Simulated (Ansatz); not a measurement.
Space group P4/mmm (No. 123). a = 2.855 Å, b = 2.855 Å, c = 11.438 Å, α = 90.00°, β = 90.00°, γ = 90.00°
```
atom  site  symmetry       x       y       z
  Al    2g       4mm  0.0000  0.0000  0.8746
  Al    2g       4mm  0.0000  0.0000  0.3764
  Co    1c     4/mmm  0.5000  0.5000  0.0000
  Co    2h       4mm  0.5000  0.5000  0.2484
  Fe    1d     4/mmm  0.5000  0.5000  0.5000
```

Equation of state of this Al$_{4}$FeCo$_{3}$ structure (not necessarily the ground state), with shape and atoms relaxed at each volume where symmetry leaves them free. It has no gap at any of these volumes. These are results of DFT PBE, scalar-relativistic, plane waves, PAW in Ansatz 0.2.0, not measurements.

Cutoff 420 eV; k points 14×14×4 on the computed 8-atom cell (Γ-centred); Gaussian smearing, width 0.10 eV; collinear spin from starting moments 0.0 0.0 0.0 0.0 0.0 0.0 0.0 0.4 μB.

```json
{"V (Å³/atom)": "10.252", "E − E(largest V) (meV/atom)": "61.36", "P (GPa)": "29.95"}
{"V (Å³/atom)": "10.601", "E − E(largest V) (meV/atom)": "6.58", "P (GPa)": "20.56"}
{"V (Å³/atom)": "10.951", "E − E(largest V) (meV/atom)": "-29.26", "P (GPa)": "12.58"}
{"V (Å³/atom)": "11.300", "E − E(largest V) (meV/atom)": "-48.99", "P (GPa)": "5.80"}
{"V (Å³/atom)": "11.650", "E − E(largest V) (meV/atom)": "-55.10", "P (GPa)": "0.00"}
{"V (Å³/atom)": "11.999", "E − E(largest V) (meV/atom)": "-49.50", "P (GPa)": "-4.96"}
{"V (Å³/atom)": "12.348", "E − E(largest V) (meV/atom)": "-33.88", "P (GPa)": "-9.19"}
{"V (Å³/atom)": "12.814", "E − E(largest V) (meV/atom)": "0.00", "P (GPa)": "-13.86"}
```

Fit a third-order Birch–Murnaghan equation, E = E0 + (9V0B0/16)·[(x − 1)³B0' + (x − 1)²(6 − 4x)] with x = (V0/V)^(2/3), to E(V).

V0 = 11.65 Å³/atom, B0 = 178 GPa, B0' = 4.3.

The cell was found from a structure generator's guess, not taken from experiment.
